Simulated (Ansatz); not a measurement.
# La3N4: rattling a relaxed structure

It was reached by relaxing an invented guess, and it needn't be the stable form of this composition.

All numbers below come from DFT PBE, scalar-relativistic, plane waves, PAW (Ansatz 0.2.0). Cutoff 420 eV; k points 8×8×8 on the computed 7-atom cell (Γ-centred); Gaussian smearing, width 0.10 eV; no spin polarisation.

The cell below (7 atoms, space group P-43m (No. 215)) is relaxed within its symmetry.

```xyz
7
Lattice="5.6143 0.0000 0.0000 0.0000 5.6143 0.0000 0.0000 0.0000 5.6143" Properties=species:S:1:pos:R:3 pbc="T T T"
La    0.0000    0.0000    2.8071
La    2.8071    0.0000    0.0000
La    0.0000    2.8071    0.0000
N     4.3869    4.3869    4.3869
N     1.2274    1.2274    4.3869
N     1.2274    4.3869    1.2274
N     4.3869    1.2274    1.2274
```

For the test it was strained at random (σ = 1.5 % a component), the atoms were moved at random (σ = 0.05 Å), and all was relaxed again on a coarse 4×4×4 mesh (in the run’s order of axes) with 0.20 eV smearing, with no symmetry imposed.

An odd number of electrons in the primitive cell allows no gap without spin; a larger cell or a magnetic state could open one. The cell is a metal run without spin; a magnetic state may lie lower.

Task: Is the structure stable against such a distortion?

Result: It returns, within 1 meV/atom of the unmoved cell on that mesh and with the same symmetry when read at 0.1 Å (P1 at 0.01 Å, so small strains and shifts remain). No instability shows in this cell; modes of other wave vectors, which need another repeat, aren't tested.
